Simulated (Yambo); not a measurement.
```
SrClF
1.0
    4.12963     0.00000     0.00000
    0.00000     4.12963     0.00000
    0.00000     0.00000     6.97661
F Cl Sr
2 2 2
Cartesian
  2.06481   2.06481   0.00000
  0.00000   0.00000   0.00000
  2.06481   0.00000   4.49922
  0.00000   2.06481   2.47739
  0.00000   2.06481   5.57780
  2.06481   0.00000   1.39881
```

SrClF (space group P4/nmm, No. 129): mean Im ε in 1 eV windows above the direct gap of 8.80 eV, for different electron-hole kernels (Yambo, broadening 0.15 eV, norm-conserving LDA (Quantum ESPRESSO, 84 Ry, no spin-orbit coupling) bands; 6×6×4 mesh, 12 valence and 8 conduction bands, static screening with 67 bands and a 3 Ry block, scissor 3.15 eV, Tamm-Dancoff; field along x).

```
window (eV)   independent quasiparticles  RPA (no attraction)  BSE
------------  --------------------------  -------------------  ---
8.8 to 9.8                           0.7                  0.5  3.3
9.8 to 10.8                          3.3                  2.0  4.0
10.8 to 11.8                         5.2                  4.0  2.7
```

This run doesn't resolve bound excitons or single peaks, so only averages are given, and they too depend on the mesh; weight that the attraction moves below the gap isn't listed. All transitions below 11.93 eV are in the band window. The scissor comes from a G0W0 run whose convergence isn't established.

Geometry of the Materials Project entry, not relaxed at this level.
